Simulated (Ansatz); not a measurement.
HCl on the (110) surface of W, space group Im-3m (No. 229) (top face towards +c; held atoms: 1, 2, 3, 4), one molecule per 28.2 Å². Starting structure (random tilt, lowest atom H over a bridge W-W site; the molecule's atoms stand last):

```
W Cl H
1.0
     5.47220    0.00000    0.00000
    -1.82407    5.15924    0.00000
     0.00000    0.00000   23.49193
W Cl H
12 1 1
Direct
  0.25000 0.25000 0.34054
  0.25000 0.75000 0.34054
  0.75000 0.25000 0.34054
  0.75000 0.75000 0.34054
  0.50000 0.50000 0.43357
  0.50000 0.00000 0.43357
  0.00000 0.50000 0.43357
  0.00000 0.00000 0.43357
  0.75000 0.75000 0.52657
  0.75000 0.25000 0.52657
  0.25000 0.75000 0.52657
  0.25000 0.25000 0.52657
  0.86756 0.63988 0.65615
  0.00000 0.75000 0.61256
```

All numbers below come from DFT PBE+D3(BJ), scalar-relativistic, plane waves, PAW (Ansatz). Cutoff 420 eV; k points 4×4×1 on the computed 14-atom cell (Γ-centred); Gaussian smearing, width 0.10 eV; no spin polarisation. A dipole correction removes the field between periodic images along c.

E_ads is per molecule, from the clean relaxed slab and the free relaxed molecule; negative means bound; no zero-point or thermal terms, forces under 0.04 eV/Å, and the free molecule is spin-polarised where open-shell. Heights count from the highest slab atom.

Task: What does it relax to?

Result: E_ads = -2.88 eV; the molecule splits into Cl + H. Final structure after 23 steps:

```yaml
crystal:
  lattice:
    - [5.47220, 0.00000, 0.00000]
    - [-1.82407, 5.15924, 0.00000]
    - [0.00000, 0.00000, 23.49193]
  atoms:
    - { symbol: W, position: [0.25000, 0.25000, 0.34054] }
    - { symbol: W, position: [0.25000, 0.75000, 0.34054] }
    - { symbol: W, position: [0.75000, 0.25000, 0.34054] }
    - { symbol: W, position: [0.75000, 0.75000, 0.34054] }
    - { symbol: W, position: [0.49814, 0.50201, 0.43327] }
    - { symbol: W, position: [0.50013, 0.00029, 0.43332] }
    - { symbol: W, position: [0.99730, 0.50317, 0.43249] }
    - { symbol: W, position: [0.99823, 0.00005, 0.43389] }
    - { symbol: W, position: [0.74899, 0.74086, 0.52846] }
    - { symbol: W, position: [0.74328, 0.25634, 0.52720] }
    - { symbol: W, position: [0.24954, 0.75704, 0.52828] }
    - { symbol: W, position: [0.24409, 0.26373, 0.52479] }
    - { symbol: Cl, position: [0.58497, 0.92130, 0.61023] }
    - { symbol: H, position: [0.06789, 0.93268, 0.57161] }
```

Each end is the local minimum that its start leads to. The pieces were run without spin polarisation.